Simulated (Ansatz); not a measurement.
## Data sheet: SiGe (DFT)

SiGe:
```
CELL_PARAMETERS angstrom
      3.19729     0.00000     0.00000
      0.00000     3.19729     0.00000
      0.00000     0.00000     3.19729
ATOMIC_POSITIONS crystal
  Ge 0.00000 0.00000 0.00000
  Si 0.50000 0.50000 0.50000
```

Space group Pm-3m (No. 221), CsCl type; conventional cell a = 3.197 Å, b = 3.197 Å, c = 3.197 Å, α = 90.00°, β = 90.00°, γ = 90.00°.

Method: DFT-PBEsol in the program Ansatz with PAW potentials. Structure relaxed to zero pressure with the same functional. Other levels are named where they apply.

**Cell and energy**

Volume per atom: 16.34 Å³
Density: 5.12 g/cm³
Formation energy from the elements (no fitted shifts): 0.41 eV/atom

**Electronic structure**

* **Electronic character**: metallic (no gap)
* **Density of states at the Fermi level**: 0.48 states/eV per atom (mean over ±0.08 eV)
* **Gap with spin–orbit coupling**: none (metallic)

**Mechanics**

* **Bulk modulus (Birch–Murnaghan fit)**: 851 kbar
* **Pressure derivative B′**: 4.8
* **Elastic constants (relaxed ions, GPa)**: C11 = 67.3, C12 = 94.6, C44 = 21.2
* **Mechanical stability**: unstable (C has a negative eigenvalue)

**Phonons**

- Highest zone-centre frequency = 147 cm⁻¹
- Zone-centre stability = no imaginary mode at Γ

A made-up cell: these elements were put on the sites of a structure type; neither database checked (COD, Materials Project) lists it. Its standing as an ambient phase is unchecked. The PBEsol relaxation kept the symmetry of its start. As this level gives no gap, shear constants depend on the k-mesh and smearing (Fermi–Dirac, 0.1 eV here). As this level gives no gap, phonon frequencies hold no LO–TO term and depend on the k-mesh and smearing (Fermi–Dirac, 0.1 eV here). On the denser mesh and wider smearing of the elastic run this cell carries a stress of 0.3 GPa. The references are the lowest solids computed at this level, not always the standard phases. Scalar-relativistic: spin–orbit coupling is off unless named, which matters more the heavier the elements.

Potentials: the earlier of the program's two PAW sets. The files were generated under PBE; for other functionals the program regenerates the frozen cores, and for LDA and PBEsol the local potential too.
